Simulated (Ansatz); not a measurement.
In plane-wave PAW PBEsol (Ansatz code), AlP in the hexagonal phase (P6_422; Al on 3c, P on 3d) relaxes to a = 3.821 Å, c = 8.633 Å. Its formation energy from the elements is -0.40 eV/atom, with no fitted shifts.

The Kohn–Sham gap is 0.84 eV (indirect). The valence maximum lies at Γ and the conduction minimum at M (3 equivalent valleys). The screened hybrid HSE06 puts the gap at 1.57 eV. Electrons at the band edge weigh 0.14, 0.40, 1.5 mₑ (principal values). The hole mass is 0.15, 7.9, 7.9 mₑ (principal values).

An equation-of-state fit gives a bulk modulus of 958 kbar. The elastic constants imply a Debye temperature near 552 K. Perturbation theory gives ε∞ = 12.6 (xx = yy), 14.0 (zz). Letting the ions move raises it to ε0 = 21.7 (xx = yy), 18.0 (zz). Born charges are Al +2.70, P -2.70 e. Without the LO–TO term the highest mode at Γ lies at 468 cm⁻¹.

The start of the workflow was typed in or built on a structure type; neither database checked (COD, Materials Project) lists it. It is not the phase usual at ambient conditions (space group No. 216). Symmetry was held in the PBEsol relaxation; whether a distortion lowers the energy is not shown. Point labels and valley counts follow the cell and symmetry of the run, lower than the named group. The references are the lowest solids computed at this level, not always the standard phases.

Potentials: the later of the program's two PAW sets.
